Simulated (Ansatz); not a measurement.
**AlH₁₂N₃F₆: 27Al NMR of the central transition**

Cell: an entry of the Crystallography Open Database (COD) whose atoms were relaxed with PBE, the cell held.

```xyz
44
Lattice="8.9401 0.0000 0.0000 0.0000 4.4700 4.4700 0.0000 -4.4700 4.4700" Properties=species:S:1:pos:R:3 pbc="T T T"
Al    0.0000    0.0000   -0.0141
Al    4.4700    0.0000    4.4560
H     4.5160    3.6190    3.8968
H     4.4241   -3.6190    3.8968
H     8.8941   -0.8510    3.8968
H     0.0460    0.8510    3.8968
H     1.9219    1.6245    1.4442
H     7.0182   -1.6245    1.4442
H     2.5481    1.6245    5.9143
H     6.3920   -1.6245    5.9143
H     1.4925    2.7635    2.6561
H     7.4476   -2.7635    2.6561
H     2.9776   -1.7066    2.6561
H     5.9625    1.7066    2.6561
H     5.3119    0.0092    0.5825
H     3.6282   -0.0092    0.5825
H     8.0983    0.0092    5.0526
H     0.8418   -0.0092    5.0526
H     3.0166   -1.6573    6.3548
H     5.9235    1.6573    6.3548
H     1.4535   -1.6573    1.8847
H     7.4866    1.6573    1.8847
H     2.6080    1.5766    2.9971
H     6.3321   -1.5766    2.9971
H     1.8620   -2.8935    2.9971
H     7.0781    2.8935    2.9971
N     2.2604    2.2062    2.2419
N     6.6797   -2.2062    2.2419
N     2.2096   -2.2639    2.2419
N     6.7305    2.2639    2.2419
N     4.4700    0.0000   -0.0013
N     0.0000    0.0000    4.4688
F     0.5069    2.7183    4.4141
F     8.4332   -2.7183    4.4141
F     3.9632   -1.7518    4.4141
F     4.9769    1.7518    4.4141
F     1.7703   -3.9188    4.4893
F     7.1698    3.9188    4.4893
F     2.6997    0.5512    4.4893
F     6.2404   -0.5512    4.4893
F     0.0000    0.0000    7.1091
F     4.4700    0.0000    2.6390
F     0.0000    0.0000    1.8033
F     4.4700    0.0000    6.2733
```

Sites (sets of like atoms) are named by element and the number of their first atom in this list.

Method: Kohn–Sham DFT in Ansatz, PBE, plane waves and PAW, scalar-relativistic, 420 eV cutoff, Γ-centred 2×3×3 k-points, Fermi–Dirac smearing 0.02 eV.

27Al has I = 5/2 and Q = 146.6 mb (Pyykkö 2018); at 9.4 T its Larmor frequency is ν₀ = 104.4 MHz. Only the quadrupole interaction is simulated: positions count from each site's isotropic chemical shift, and J coupling is left out, as are shift anisotropy and dipolar coupling, which fast spinning averages.

**Question.** What does the 27Al spectrum (fast magic-angle spinning) show for each site?

**Answer.** 

```
site         first shell  C_Q (MHz)     η  P_Q (MHz)  δ_QIS (ppm)  breadth (kHz)
  Al  6 F at 1.82–1.85 Å       3.04  0.24       3.07        -5.20           1.24
```

δ_QIS = −(ν_Q²/30ν₀²)[I(I+1) − 3/4](1 + η²/3) × 10⁶ ppm with ν_Q = 3|C_Q|/[2I(2I−1)]; it falls as 1/B₀² in ppm, and the breadth as 1/B₀ in kHz.

The relaxation (10 steps) took 3.2 min of wall time (3.2 min of CPU time) and 0.84 GiB at its peak, on 1 thread of AMD EPYC 7R13 Processor (Zen 3) (x86_64; 16 cores open to the job, memory cap 3.0 GiB, no GPU), a shared host with a load of 0.5 a core.
